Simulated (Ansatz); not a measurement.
GeW in space group I4_1md (No. 109; W on 4a, Ge on 4a) at seven volumes, plane-wave PAW PBE (Ansatz code), shape and atoms relaxed at each. One row is withheld.

```json
[
 {"V (Å³/atom)": "14.839", "P (GPa)": "22.67"},
 {"V (Å³/atom)": "15.328", "P (GPa)": "13.86"},
 {"V (Å³/atom)": "15.818", "P (GPa)": "6.38"},
 {"V (Å³/atom)": "16.307", "P (GPa)": "0.00"},
 {"V (Å³/atom)": "16.796", "P (GPa)": "?"},
 {"V (Å³/atom)": "17.285", "P (GPa)": "-10.00"},
 {"V (Å³/atom)": "17.774", "P (GPa)": "-13.90"}
]
```

Problem. Fit the shown pressures and predict the withheld one.

Solution. P = (3/2)B₀(x^(7/2) − x^(5/2))[1 + (3/4)(B′ − 4)(x − 1)] with x = (V₀/V)^(2/3). Least squares on the six rows gives V₀ = 16.308 Å³/atom, B₀ = 195 GPa, B′ = 4.39. At V = 16.796, x = 0.9805 and P = -5.39 GPa. The run itself gave -5.41 GPa.

The cell is a constructed one: a structure type filled with these elements; neither database checked (COD, Materials Project) lists it. Its standing as an ambient phase is unchecked. The PBE relaxation kept the symmetry of its start; whether a distortion lowers the energy is not shown. The run is not spin-polarised. Spin–orbit coupling is left out wherever it is not named.

Potentials: the later of the program's two PAW sets.
